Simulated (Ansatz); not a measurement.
Formation energies in the Ir–Sc system, lowest calculated structure of each composition. Computed with PBEsol (plane waves to 420 eV, PAW, scalar-relativistic; Ansatz, an electronic-structure program). Element references, the lowest calculated here: Ir (Fm-3m), Sc (P6₃/mmc).

| phase | x(Sc) | space group | E_f (eV/atom) |
|---|---|---|---|
| Ir | 0.000 | Fm-3m | 0.00 |
| ScIr3 | 0.250 | Pm-3m | -0.59 |
| ScIr2 | 0.333 | Fd-3m | -0.73 |
| ScIr | 0.500 | Pm-3m | -1.01 |
| Sc | 1.000 | P6₃/mmc | 0.00 |

### Question
Construct the convex hull: which compounds lie on it, and how far above it are the others?

### Answer
On the hull: ScIr, ScIr3. Within about 0.01 eV/atom of decomposing, too close to call: ScIr2. 

This is the hull of the energies calculated here, no anion corrections; phases that were not calculated are missing from it. Values are rounded to 0.01 eV/atom. Spin-orbit coupling is missing from these energies, which matters for elements this heavy. The compounds carry no spin polarisation.
